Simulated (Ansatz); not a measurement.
## MgMo: one input, then a changed one

The cell was built from the L11 type and relaxed in the same program, and has space group R-3m; it needn't be a known or the stable phase.

First run: DFT, PBEsol, all-electron PAW with datasets made for the crystal, scalar-relativistic (Ansatz 0.2.0).

Command: `ansatz run input.yaml --threads 1 --pin off --max-ram 2048MiB --backend cpu --events-out ev --progress --plain --runs-dir out` The run took 76 s on 1 thread of Intel(R) Xeon(R) Processor @ 2.50GHz (Skylake/Cascade Lake), with other jobs on the host, peak memory 0.64 GiB.

```yaml
crystal:
  lattice:
    - [1.4078522627, -0.8128238828, 4.8762299438]
    - [0.0, 1.6256477657, 4.8762299438]
    - [-1.4078522627, -0.8128238828, 4.8762299438]
  atoms:
    - { symbol: Mg, position: [0.0, 0.0, 0.0] }
    - { symbol: Mo, position: [0.5, 0.5, 0.5] }
kpoints:
  mp_grid: { grid: [13, 13, 13] }
  band_path:
    path:
      - [0.0, 0.0, 0.0]
      - [0.5, 0.5, 0.5]
      - [0.8148093962, 0.1851906038, 0.5]
      - [0.5, -0.1851906038, 0.1851906038]
      - [0.5, 0.0, 0.0]
      - [0.0, 0.0, 0.0]
      - [0.3425953019, -0.3425953019, 0.0]
      - [0.6574046981, 0.0, 0.3425953019]
      - [0.5, 0.0, 0.5]
    npoints: 8
scf:
  occupations: { method: fermi_dirac, width: 0.03 }
hamiltonian:
  xc: pbesol
  pseudopotentials: { kind: all_electron, datasets: crystal }
output:
  forces: true
  stress: true
  eigenvalues: true
  efg: { contact_densities: true }
```

Result: converged; pressure 0.00 GPa; no gap on the k mesh; 9 SCF iterations.

The input is then changed:

```diff
@@ -26,4 +26,5 @@
   xc: pbesol
   pseudopotentials: { kind: all_electron, datasets: crystal }
+  hubbard: { sites: [{ species: Mo, l: d, u_eff: 5.0 }], double_counting: fll }
 output:
   forces: true
```

(1) What does the second run give?

## Answers

(1) It was refused before any iteration. The program says:
```
Error: 2 input errors — fix all and re-run
  2. hamiltonian.pseudopotentials.datasets: crystal with hamiltonian.hubbard without hamiltonian.hubbard.projectors: augmentation-sphere — beside datasets made for the crystal a Hubbard term projects on shells inside the augmentation spheres: set hamiltonian.hubbard.projectors: augmentation-sphere, with a U that was fitted under it, at the same cutoff radius
```
